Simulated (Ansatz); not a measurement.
Data:

TaW (rock salt, Fm-3m), a = 5.3755 Å, b = 5.3755 Å, c = 5.3755 Å, α = 90.00°, β = 90.00°, γ = 90.00°; the cell used has 2 atoms.

This is the PBE-relaxed structure.

Q: All from the program Ansatz at the PBE level (PAW), unless another level is named. Estimate the density of states at the Fermi level.

A: 0.42 states/eV per atom (mean over ±0.08 eV).

Q: Give the formation energy from the elements (no fitted shifts).

A: 1.18 eV/atom.

The start of the workflow was typed in or built on a structure type; neither database checked (COD, Materials Project) lists it. Its standing as an ambient phase is unchecked. Symmetry was held in the PBE relaxation; its stability against distortions is not shown here. No spin polarisation was allowed. Its formation energy is positive at this level, so the cell may be metastable or incomplete. The references are the lowest solids computed at this level, not always the standard phases. Scalar-relativistic: spin–orbit coupling is off unless named, which matters more the heavier the elements.

Potentials: the earlier of the program's two PAW sets.
